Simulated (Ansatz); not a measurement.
GdZn (Pm-3m); spiral at 0.667 of the way from Γ to R.

```yaml
crystal:
  lattice:
    - [3.61800, 0.00000, 0.00000]
    - [0.00000, 3.61800, 0.00000]
    - [0.00000, 0.00000, 3.61800]
  atoms:
    - { symbol: Gd, position: [0.00000, 0.00000, 0.00000] }
    - { symbol: Zn, position: [0.50000, 0.50000, 0.50000] }
```

Geometry: a structure as deposited in COD; nothing is relaxed.

Functional, mesh and filling: LDA, 12×12×12 k mesh, Fermi–Dirac smearing of 0.05 eV, spiral q = (0.3333, 0.3333, 0.3333). LAPW is all-electron LAPW in Ansatz 0.2.0. Site moments are integrated in spheres about the atoms. Start moments (μB): Gd1 7.1.

Iteration by iteration:

```tsv
iteration	Harris–Foulkes energy less the last (meV)	density residual (eV)	∫|m| (μB)
1	-604.511	4.5e-01	6.2735
2	-1527.009	3.7e-01	7.1637
3	-246.189	1.2e-01	7.3091
4	-36.181	9.8e-03	6.9706
5	-110.837	6.2e-02	7.2979
6	-34.969	2.6e-02	7.2905
7	-0.565	4.8e-03	7.2385
8	-10.050	4.7e-03	7.1167
9	0.060	7.4e-05	7.2029
10	-0.024	8.9e-05	7.2086
11	-0.194	1.5e-04	7.2150
12	-0.025	3.0e-05	7.2111
13	0.009	4.4e-07	7.2060
14	0.005	1.2e-07	7.2064
15	0.002	1.5e-07	7.2068
16	0.001	5.8e-08	7.2061
17	-0.011	3.8e-06	7.2086
18	0.000	8.3e-09	7.2062
```

Site moments (μB): Gd1 7.05, Zn2 0.00. Cell moment 6.81 μB in the turning frame.

Without U a semilocal functional puts the f levels too near the Fermi level, which can change moments and the order of magnetic states; site and cell moments are spin moments. Spin–orbit coupling is left out although heavy atoms are present. In at least one run the program's final test of stability wasn't made or came to no verdict. With open f shells a run can end in a state that isn't the lowest. None of this fixes the real material's magnetic order: only patterns that fit the cell were computed, without spin fluctuations and on one mesh and smearing, with a functional that can overstate moments.
